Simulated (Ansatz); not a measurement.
K2NaGaP2:
```cif
data_Ga2K4Na2P4
_chemical_formula_sum 'K4 Na2 Ga2 P4'
_space_group_name_H-M_alt 'P 1'
_space_group_IT_number 1
_cell_length_a 8.51769
_cell_length_b 8.51769
_cell_length_c 8.51769
_cell_angle_alpha 134.640
_cell_angle_beta 64.826
_cell_angle_gamma 136.279
loop_
_space_group_symop_operation_xyz
  'x, y, z'
loop_
_atom_site_label
_atom_site_type_symbol
_atom_site_fract_x
_atom_site_fract_y
_atom_site_fract_z
_atom_site_occupancy
K1 K 0.67426 0.74665 0.42091 1
K2 K 0.32574 0.25335 0.57909 1
K3 K 0.82574 0.24665 0.07239 1
K4 K 0.17426 0.75335 0.92761 1
Na1 Na 0.75000 0.75000 0.00000 1
Na2 Na 0.25000 0.25000 0.00000 1
Ga1 Ga 0.25000 0.75000 0.50000 1
Ga2 Ga 0.75000 0.25000 0.50000 1
P1 P 0.90734 0.69909 0.60643 1
P2 P 0.09266 0.30091 0.39357 1
P3 P 0.59266 0.19909 0.79174 1
P4 P 0.40734 0.80091 0.20826 1
```

Relaxed with PBEsol. PBEsol (plane waves, PAW; program Ansatz) gives a gap of 1.42 eV.

What gap does HSE06 give on the same cell (Ansatz, PAW)?

2.24 eV, 0.83 eV more. The hybrid was solved on a coarser mesh and at special points; the gap given is the minimum over both.

Cost on shared cores: the PBEsol run (SCF on a 6×6×6 mesh, then bands and DOS) roughly 9 core-minutes, the HSE06 run (SCF on 4×4×4, then a few points) around 15 core-minutes (rough); the tasks are unlike.

Space group Ibam. The workflow started from a Materials Project entry (that database holds measured and hypothetical structures alike); the Crystallography Open Database files this formula in space group No. 72, but the cells were not matched. Whether it is the stable phase at ambient conditions was not checked. The cell was relaxed with PBEsol under the symmetry of its start; whether a distortion lowers the energy is not shown. Spin–orbit coupling is left out wherever it is not named.

Potentials: the later of the program's two PAW sets.
